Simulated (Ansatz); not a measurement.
KZnF₃ (cubic perovskite)

```
KZnF3
1.0
    4.12746     0.00000     0.00000
    0.00000     4.12746     0.00000
    0.00000     0.00000     4.12746
K Zn F
1 1 3
Cartesian
  0.00000   0.00000   0.00000
  2.06373   2.06373   2.06373
  0.00000   2.06373   2.06373
  2.06373   0.00000   2.06373
  2.06373   2.06373   0.00000
```

The slice is a {110} plane (indices of the conventional cell) through the point (0.000, 0.500, 0.500) (fractional), spanned by u = [100] and v = [011] in vectors of this cell: u (4.13 Å) and v (5.84 Å, at 90° to u). It covers one period; positions are fractions (u, v).

Calculation: PBE (plane waves to 420 eV, PAW, scalar-relativistic; Ansatz, a program for electronic structure). k mesh 8×8×8. Inside the PAW spheres the values are not all-electron values, and peaks at nuclei hang on which shells count as valence. KZnF3 was relaxed with its symmetry unable to fall.

Three fields on this plane, each scaled to ten steps between its own extremes (0 low, 9 high; the total valence density on a logarithmic scale, the potential cut 8 eV below its top; x marks points blanked near nuclei; v = 0 in the bottom row):

Map A
```
|xxxx3xxxxxxxx3xxx|
|xxxx50xxxxxx05xxx|
|xxx8630xxxx0368xx|
|99997641001467999|
|99988765555678899|
|77788888888888877|
|44567899999987654|
|00146799999976410|
|xxx046899998640xx|
|xxxx1579999751xxx|
|xxxx0478998740xxx|
|xxxx0478998740xxx|
|xxxx0478998740xxx|
|xxxx1579999751xxx|
|xxx046899998640xx|
|00146799999976410|
|44567899999987654|
|77788888888888877|
|99988765555678899|
|99997641001467999|
|xxx8630xxxx0368xx|
|xxxx50xxxxxx05xxx|
|xxxx3xxxxxxxx3xxx|
|xxxx2xxxxxxxx2xxx|
```

Map B
```
|xxxx9xxxxxxxx9xxx|
|xxxx88xxxxxx88xxx|
|xxx7668xxxx8667xx|
|87654567887654567|
|55433345665433345|
|44322334554332234|
|66542233443322456|
|99864323333234689|
|xxx964222222469xx|
|xxxx8521111258xxx|
|xxxx9630000369xxx|
|xxxx9630000369xxx|
|xxxx9630000369xxx|
|xxxx8521111258xxx|
|xxx964222222469xx|
|99864323333234689|
|66542233443322456|
|44322334554332234|
|55433345665433345|
|87654567887654567|
|xxx7668xxxx8667xx|
|xxxx88xxxxxx88xxx|
|xxxx9xxxxxxxx9xxx|
|xxxx9xxxxxxxx9xxx|
```

Map C
```
|xxxx2xxxxxxxx2xxx|
|xxxx11xxxxxx11xxx|
|xxx4101xxxx1014xx|
|76410001111000146|
|11000000000000001|
|00000000000000000|
|22100000000000012|
|99730000000000379|
|xxx830000000038xx|
|xxxx7100000017xxx|
|xxxx9300000039xxx|
|xxxx9400000049xxx|
|xxxx9300000039xxx|
|xxxx7100000017xxx|
|xxx830000000038xx|
|99730000000000379|
|22100000000000012|
|00000000000000000|
|11000000000000001|
|76410001111000146|
|xxx4101xxxx1014xx|
|xxxx11xxxxxx11xxx|
|xxxx2xxxxxxxx2xxx|
|xxxx2xxxxxxxx2xxx|
```

Task: Assign the maps to these fields: electron localisation function (ELF); valence electron density; electrostatic potential energy of an electron, from the cell's mean.

Result: A is the electrostatic potential energy of an electron, from the cell's mean; B is the valence electron density; C is the electron localisation function (ELF).
